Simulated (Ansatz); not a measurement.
GaMo$_{3}$N:
```
GaMo3N
1.0
    4.08522     0.00000     0.00000
    0.00000     4.08522     0.00000
    0.00000     0.00000     4.08522
Ga Mo N
1 3 1
Direct
  0.00000   0.00000   0.00000
  0.00000   0.50000   0.50000
  0.50000   0.00000   0.50000
  0.50000   0.50000   0.00000
  0.50000   0.50000   0.50000
```

Relaxed with r²SCAN. Special points in fractions of this cell's reciprocal vectors: Γ (0.000, 0.000, 0.000); X (0.000, 0.500, 0.000); M (0.500, 0.500, 0.000); R (0.500, 0.500, 0.500).

Task: List the band energies nearest the Fermi level at these points for DFT-r²SCAN in the program Ansatz with PAW potentials.

Result: In eV from the Fermi level; about four levels below and three above (degenerate sets whole), none deeper than 8.9 eV; points with the same levels are listed once.

```
k                                below                     above
-  -----------------------------------  ------------------------
Γ        -4.19 -4.19 -4.19 -3.76 -3.76            0.37 0.37 0.37
X        -3.45 -3.45 -2.02 -0.91 -0.52            0.19 0.19 0.67
M        -1.59 -1.59 -1.57 -1.57 -0.06            0.31 0.80 1.29
R  -1.77 -1.77 -1.77 -1.59 -1.59 -1.59  1.22 1.22 3.06 3.06 3.06
```

Space group Pm-3m (anti-perovskite). The start of the workflow was typed in or built on a structure type; neither database checked (COD, Materials Project) lists it. Its standing as an ambient phase is unchecked. The r²SCAN relaxation kept the symmetry of its start; its stability against distortions is not shown here. The workflow began spin-polarised and lost its moments. Scalar-relativistic: spin–orbit coupling is off unless named, which matters more the heavier the elements.

Potentials: the later of the program's two PAW sets.
